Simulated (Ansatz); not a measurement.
SiB (wurtzite, P6_3mc) under volume change, PBEsol in the plane-wave PAW code Ansatz, shape and atoms relaxed at each volume.

```
V (Å³/atom)  E − E(relaxed) (meV/atom)  P (GPa)
-----------  -------------------------  -------
11.383                            46.9    14.36
11.758                            19.8     8.89
12.133                             ___      ___
12.508                             0.0     0.00
12.884                             3.9    -3.28
13.259                            15.2    -6.30
13.634                             ___      ___
```

Task: Some entries are withheld; supply them.

Result: 
- 13.634, E − E(relaxed) (meV/atom): 33.2
- 13.634, P (GPa): -9.02
- 12.133, E − E(relaxed) (meV/atom): 4.7
- 12.133, P (GPa): 4.13

Task: What does a third-order Birch–Murnaghan fit give for V₀, B₀ and B′?

Result: V₀ = 12.52 Å³/atom, B₀ = 125 GPa, B′ = 4.0.

The first step of the workflow began from a Materials Project structure, measured or hypothetical; the Crystallography Open Database copy checked does not list it. Whether it is the stable phase at ambient conditions was not checked. The PBEsol relaxation kept the symmetry of its start. At this level the phase is mechanically unstable. Its formation energy is positive at this level, so the cell may be metastable or incomplete.

Potentials: the later of the program's two PAW sets.
